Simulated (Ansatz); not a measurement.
Values for one crystal, relaxed and computed with DFT-PBEsol in the program Ansatz with PAW potentials; other levels are named.

```yaml
volume_per_atom: 30.75 Å³
electronic_character: metallic (no gap)
Bulk modulus (Birch–Murnaghan fit): 34.5 GPa
Density of states at the Fermi level: 2.0 states/eV per atom (mean over ±0.08 eV)
Pressure derivative B′: 3.8
```

Q: Pick the material that matches.
A. Li, 9R (Sm type)
B. Cs, I4_1/amd (Cs on 4b)
C. Gd, 9R (Sm type)
D. Ag, simple hexagonal

A: C, Gd, 9R (Sm type)

Space group R-3m (9R (Sm type)). The first step of the workflow began from a Materials Project structure, measured or hypothetical; the Crystallography Open Database copy checked does not list it. It is not the phase usual at ambient conditions (space group No. 194). Symmetry was held in the PBEsol relaxation; its stability against distortions is not shown here. Magnetic state: ferromagnetic, the only order run, not a proven ground state. Caveat: open 4f shells can settle in a state that is not the lowest. The program gave a warning on the electronic state, which may not be the lowest. No Hubbard U is applied. Scalar-relativistic: spin–orbit coupling is off unless named, which matters more the heavier the elements.

Potentials: the earlier of the program's two PAW sets. The files were generated under PBE; for other functionals the program regenerates the frozen cores, and for LDA and PBEsol the local potential too.
